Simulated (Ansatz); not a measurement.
ZnGeO3:
```
ZnGeO3
1.0
    2.48311     1.43362     4.61740
   -2.48311     1.43362     4.61740
    0.00000    -2.86724     4.61740
Zn Ge O
2 2 6
Cartesian
  0.00000   0.00000   5.08997
  0.00000   0.00000   8.76223
  0.00000   0.00000   2.16566
  0.00000   0.00000  11.68654
  1.83270  -0.06451   5.86970
 -1.83270   0.06451   7.98250
 -0.97221  -1.55491   5.86970
  0.97221   1.55491   7.98250
 -0.86049   1.61942   5.86970
  0.86049  -1.61942   7.98250
```

Relaxed with r²SCAN.

Problem. Map the electron localisation function on the plane through (0.367, 0.367, 0.367) spanned by u = [1, 0, 0] and v = [-1, 1, 1] in lattice vectors, from r²SCAN in the plane-wave PAW code Ansatz.

Solution. x is the fraction of u, y of v (the angle between them is 83°; rows are the nearest grid lines); atoms in the plane: Zn at (0.00, 0.00), Zn at (0.53, 0.27), Ge at (0.58, 0.79), Ge at (0.95, 0.48).
```
|    .....   .-*##*+-: ..    |
|   ...:==-:...-===-:.  ..   |
|  ....-+++-:..::--:..   ... |
|.....:=+*+=-::...::...... ..|
|.   .:-=++=-:.    .:..::-:..|
|#=.   ..:::::.     ::=*%%@%#|
|@%+.      ..::.   .:-+%@@@@@|
|@%+:       ..::::::::=#%@@@@|
|#*-.        .-=+++-:..-*#%%#|
|+=:.       .:+#%%#*-...-+**+|
|::..       .=#@@@@%#+:::::::|
| .::...     :*%@@@@%*-:.    |
|  :::::..   .=#%@@%#+-:.    |
| .::-=+==:.   ..---::.::    |
|::::=+**+-.......    ..:::::|
|::.:-=++=:.... ....   .:::::|
|+-.  .:-:...      .. .:=+**+|
|*=.   ......      .. .-+*##*|
|#+-.     ....     .. .-+*###|
|::..      .........   .:---:|
|....       .........  ......|
| .....     .:-=+*+=-.  ...  |
|   ...      :=*###+=. ...   |
|    .....   .-*##*+-: ..    |
```
Scale: ten equal steps from 0.000 (start of ' ') to 0.829 (end of '@'), in the order ' .:-=+*#%@'; x runs from 0.000 to 1.00, y from 0.000 (bottom) to 1.00 (top).

The density is the valence pseudo-density with augmentation charge, so density and ELF within about 1 Å of a nucleus are not all-electron values.

Space group R-3. The first step of the workflow began from a Materials Project structure, measured or hypothetical; the Crystallography Open Database copy checked does not list it. Whether it is the stable phase at ambient conditions was not checked. The cell was relaxed with r²SCAN under the symmetry of its start; its stability against distortions is not shown here.

Potentials: the later of the program's two PAW sets.
